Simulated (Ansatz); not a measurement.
SrO (rock salt, space group No. 225) at seven volumes, the program Ansatz at the LDA level (PAW), scaled uniformly. One row is withheld.

```
V (Å³/atom)  P (GPa)
-----------  -------
14.775         12.17
15.262          7.42
15.749             ?
16.236         -0.01
16.723         -2.89
17.210         -5.33
17.697         -7.40
```

Question: Fit the shown pressures and predict the withheld one.

Answer: P = (3/2)B₀(x^(7/2) − x^(5/2))[1 + (3/4)(B′ − 4)(x − 1)] with x = (V₀/V)^(2/3). Least squares on the six rows gives V₀ = 16.235 Å³/atom, B₀ = 104 GPa, B′ = 4.53. At V = 15.749, x = 1.0205 and P = 3.39 GPa. The run itself gave 3.40 GPa.

Space group Fm-3m (rock salt). The LDA relaxation kept the symmetry of its start; phonons on a q-mesh show no instability.

Potentials: the later of the program's two PAW sets.
